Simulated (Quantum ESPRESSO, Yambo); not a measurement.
MgH₂ (space group Pbcn, No. 60): one geometry, one set of PBEsol (pw.x of Quantum ESPRESSO, ONCV potentials, no spin-orbit coupling) orbitals, self-energies from Yambo (4×2×2 Γ-centred k mesh, bands 17 to 173 and a 7 Ry block in the screening, 173 bands in G with the Bruneval-Gonze terminator, plasmon pole fitted at 27.2 eV).

```json
[
 {"level": "PBEsol (Quantum ESPRESSO)", "gap Γ → Γ (eV)": "3.53"},
 {"level": "exchange only (Hartree-Fock self-energy on PBEsol orbitals)", "gap Γ → Γ (eV)": "(withheld)"},
 {"level": "static COHSEX@PBEsol", "gap Γ → Γ (eV)": "6.48"},
 {"level": "G0W0@PBEsol, plasmon pole", "gap Γ → Γ (eV)": "(withheld)"},
 {"level": "G0W0@PBEsol, multipole fit to 8 frequencies, no terminator", "gap Γ → Γ (eV)": "5.51"},
 {"level": "G0W0@PBEsol, plasmon pole, no terminator", "gap Γ → Γ (eV)": "5.51"}
]
```

### Question
Some entries are withheld; supply them.

### Answer

- exchange only (Hartree-Fock self-energy on PBEsol orbitals), gap Γ → Γ (eV): 11.23
- G0W0@PBEsol, plasmon pole, gap Γ → Γ (eV): 5.53

Bare exchange has no screening and gives the widest gap; static COHSEX screens it but leaves out the frequency dependence, which G0W0 restores. The mesh misses a band edge: along a dense path the PBEsol gap is 3.41 eV against 3.53 eV on the mesh.

Nearest settings tried, and what they do to the gap: 113 bands in W, 113 bands in G: -28 meV; 6 Ry block (201 vectors against 261): -49 meV; 2×2×2 mesh: -20 meV. So the settings aren't converged at that level.

Geometry of the Materials Project entry, not relaxed at this level; primitive cell a = 4.479 Å, b = 5.393 Å, c = 4.896 Å, α = 90.00°, β = 90.00°, γ = 90.00°.

The structure is a Materials Project entry; no match was found in the copy of COD used, and its stability was not checked.
